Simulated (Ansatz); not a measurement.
The relaxed structure here is a generated cell of Y3Ge: the first start was made by placing the elements on the sites of a structure type, and the end was not matched to a known phase here, so it may be hypothetical.

Relaxation of a generated cell, Y3Ge built in the AFLOW prototype AB3_hR8_148_c_f (D0_5, as in BiI3); 8 atoms in the cell, which starts as R-3, hexagonal axes (No. 148), hR8; a = b = 7.0828 Å, c = 19.5415 Å, α = β = 90.00°, γ = 120.00°. All values below come from r2SCAN (plane waves to 500 eV, PAW, scalar-relativistic; Ansatz, a quantum-chemistry and plane-wave program). Γ-centred k-mesh 4×4×4 on the run's cell (coarser than for final values), Fermi–Dirac smearing 0.05 eV. This is the first round of the run. 

The optimiser's lines from the output (shortened; P is positive under compression):

```
relax step   1: F+E_penalty+E_count = -31766.21487869 eV  Δ(F+E_penalty+E_count) = +0.000e0 eV  max|allowed force component| = 5.734e-1 eV/Å  Δτ_max = 0.0000 Å  P = -3.953 GPa  Ω = 282.993 Å³  (8 SCF iters, dr2 threshold 1.00e-7 eV, accepted)
relax step   2: F+E_penalty+E_count = -31766.65536225 eV  Δ(F+E_penalty+E_count) = -4.405e-1 eV  max|allowed force component| = 2.439e-1 eV/Å  Δτ_max = 0.1680 Å  P = +0.345 GPa  Ω = 256.169 Å³  (8 SCF iters, dr2 threshold 8.00e-7 eV, accepted)
relax step   3: F+E_penalty+E_count = -31766.70225579 eV  Δ(F+E_penalty+E_count) = -4.689e-2 eV  max|allowed force component| = 1.390e-1 eV/Å  Δτ_max = 0.0822 Å  P = +0.199 GPa  Ω = 255.664 Å³  (7 SCF iters, dr2 threshold 8.00e-7 eV, accepted)
relax step   4: F+E_penalty+E_count = -31766.71238163 eV  Δ(F+E_penalty+E_count) = -1.013e-2 eV  max|allowed force component| = 1.752e-1 eV/Å  Δτ_max = 0.0879 Å  P = -0.165 GPa  Ω = 260.691 Å³  (8 SCF iters, dr2 threshold 8.00e-7 eV, accepted)
relax step   5: F+E_penalty+E_count = -31766.73740411 eV  Δ(F+E_penalty+E_count) = -2.502e-2 eV  max|allowed force component| = 1.693e-1 eV/Å  Δτ_max = 0.0337 Å  P = +0.121 GPa  Ω = 257.288 Å³  (7 SCF iters, dr2 threshold 8.00e-7 eV, accepted)
relax step   6: F+E_penalty+E_count = -31766.75736554 eV  Δ(F+E_penalty+E_count) = -1.996e-2 eV  max|allowed force component| = 9.984e-2 eV/Å  Δτ_max = 0.0634 Å  P = -0.067 GPa  Ω = 256.979 Å³  (8 SCF iters, dr2 threshold 8.00e-7 eV, accepted)
relax step   7: F+E_penalty+E_count = -31766.76165291 eV  Δ(F+E_penalty+E_count) = -4.287e-3 eV  max|allowed force component| = 7.256e-2 eV/Å  Δτ_max = 0.1975 Å  P = -0.132 GPa  Ω = 252.498 Å³  (9 SCF iters, dr2 threshold 6.23e-7 eV, accepted)
relax step   8: F+E_penalty+E_count = -31766.77782978 eV  Δ(F+E_penalty+E_count) = -1.618e-2 eV  max|allowed force component| = 1.701e-2 eV/Å  Δτ_max = 0.0704 Å  P = +0.054 GPa  Ω = 253.881 Å³  (9 SCF iters, dr2 threshold 3.69e-7 eV, accepted)
relax step   9: F+E_penalty+E_count = -31766.77791027 eV  Δ(F+E_penalty+E_count) = -8.050e-5 eV  max|allowed force component| = 1.267e-2 eV/Å  Δτ_max = 0.0060 Å  P = -0.022 GPa  Ω = 254.110 Å³  (8 SCF iters, dr2 threshold 1.81e-8 eV, accepted)
relax step  10: F+E_penalty+E_count = -31766.77795171 eV  Δ(F+E_penalty+E_count) = -4.143e-5 eV  max|allowed force component| = 9.936e-3 eV/Å  Δτ_max = 0.0034 Å  P = +0.017 GPa  Ω = 254.066 Å³  (8 SCF iters, dr2 threshold 1.00e-8 eV, accepted)
relax step  11: F+E_penalty+E_count = -31766.77798775 eV  Δ(F+E_penalty+E_count) = -3.605e-5 eV  max|allowed force component| = 8.898e-4 eV/Å  Δτ_max = 0.0015 Å  P = -0.007 GPa  Ω = 254.143 Å³  (6 SCF iters, dr2 threshold 3.24e-9 eV, accepted)
relax step  12: F+E_penalty+E_count = -31766.77401445 eV  Δ(F+E_penalty+E_count) = +3.973e-3 eV  max|allowed force component| = 1.050e-3 eV/Å  Δτ_max = 0.0000 Å  P = -0.015 GPa  Ω = 254.143 Å³  stress off target by 1.51e-2 GPa  SCF on the basis re-selected at this cell (its energy is not comparable with the rows above)  (9 SCF iters)
```

From the first to the last row the energy changes by -0.07 eV/atom and the volume by -10.2 %. The last row is marked as not comparable with the walk above it, whose basis was carried along; it does compare with step 1, since both stand on a basis selected at the nominal cutoff for their own cell.

Later rounds, restarted from the end of this one on a renewed k-mesh, logged 2 more steps and released under 0.01 eV/atom more. The final structure after all rounds: R-3, hexagonal axes (No. 148), hR8, AFLOW prototype AB3_hR8_148_c_f (D0_5, as in BiI3); a = b = 6.7984 Å, c = 19.0485 Å, α = β = 90.00°, γ = 120.00°. Between re-selections the logged energies stand on a plane-wave basis carried along with the cell. No spin polarisation in the result.

The run could not lose the symmetry of its start, so the end can be a saddle point.
